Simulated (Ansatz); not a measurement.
MgS (rock salt)

```
CELL_PARAMETERS angstrom
      0.00000     2.61485     2.61485
      2.61485     0.00000     2.61485
      2.61485     2.61485     0.00000
ATOMIC_POSITIONS crystal
  S  0.00000 0.00000 0.00000
  Mg 0.50000 0.50000 0.50000
```

Equation-of-state scan: isotropic scaling of the cell above, V₀ being its volume. Symmetry pins the atoms to their sites.

All values below come from PBE (plane waves to 420 eV, PAW, scalar-relativistic; Ansatz, an electronic-structure program). k mesh 11×11×11 (Γ-centred), Fermi-Dirac smearing 0.05 eV. E stands for the smeared free energy. Compression counts positive. MgS was relaxed with its symmetry unable to fall. The zero of ΔE is the relaxed starting cell.

```
V (Å³/atom)  ΔE (meV/atom)
-----------  -------------
16.806                16.5
16.985                11.3
17.164                 7.1
17.342            withheld
17.521                 1.7
17.700                 0.4
17.879                 0.0
18.058                 0.4
18.236                 1.6
18.415                 3.5
18.594                 6.2
18.773                 9.5
18.952                13.4
```

Task: Fit a third-order Birch-Murnaghan form (E₀, V₀, B₀, B₀′ free) to the given rows and predict ΔE at V = 17.342.

Result: Least squares on the 12 given rows: ΔE = E₀ + (9V₀B₀/16)·y²·[2 + (B₀′ − 4)y], y = (V₀/V)^(2/3) − 1, with V₀ = 17.879 Å³/atom, B₀ = 73.91 GPa (160.2 GPa = 1 eV/Å³; the term in eV is multiplied by 1000), B₀′ = 4.19, E₀ = 0.00 meV/atom; root-mean-square residual 0.02 meV/atom. At 17.342 the fit gives 3.9 meV/atom; the calculation gives 3.9 meV/atom, the same to the digits shown. For the pressure the fit gives 2.40 GPa against the computed 2.40 GPa.

(Under strain, the slope of the energy per volume gives the stress and its curvature an elastic modulus.)
